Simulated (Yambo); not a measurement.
Yambo run on BP (zinc blende, space group F-43m, No. 216). The wavefunctions are norm-conserving PBEsol (Quantum ESPRESSO, 76 Ry, without SOC) ones on a 6×6×6 mesh (4 occupied bands); a = 3.197 Å, b = 3.197 Å, c = 3.197 Å, α = 60.00°, β = 60.00°, γ = 60.00°.

Yambo input:

```
rim_cut
gw0
dyson
el_el_corr
HF_and_locXC
ppa
em1d
RandQpts= 1000000
RandGvec= 1 Ry
EXXRLvcs= 76 Ry
VXCRLvcs= 304 Ry
Chimod= "HARTREE"
% BndsRnXp
 1 | 84 |
%
NGsBlkXp= 14 Ry
% LongDrXp
 1.0 | 1.0 | 1.0 |
%
PPAPntXp= 27.2114 eV
% GbndRnge
 1 | 84 |
%
GTermKind= "none"
DysSolver= "n"
ExtendOut
% QPkrange
 1 | 1 | 4 | 5 |
 13 | 13 | 5 | 5 |
%
```

k points by index: 1 = Γ, 13 = X.

The o-*.qp file then holds:

```
#    K-point    Band    Eo [eV]    E [eV]    E-Eo [eV]    Vxc [eV]    Vnlxc [eV]    Sc|Eo [eV]    Sc|E [eV]    dSc/dw|Eo [eV]    Re(Z)    Im(Z)
#
    1    4    0.000000    -0.660300    -0.660300    -13.22170    -14.92065    0.869792    1.038645    -6.957954    0.796367    -0.001167
    1    5    3.377276    3.618395    0.241119    -12.03446    -7.343959    -4.388158    -4.449381    -6.906563    0.797566    -0.001199
    13    5    1.212635    1.380071    0.167435    -10.96193    -6.640576    -4.114234    -4.153921    -6.446399    0.808471    -0.001146
```
(The two width columns are left out.) Convergence of these settings isn't established.

Geometry relaxed with PBEsol.
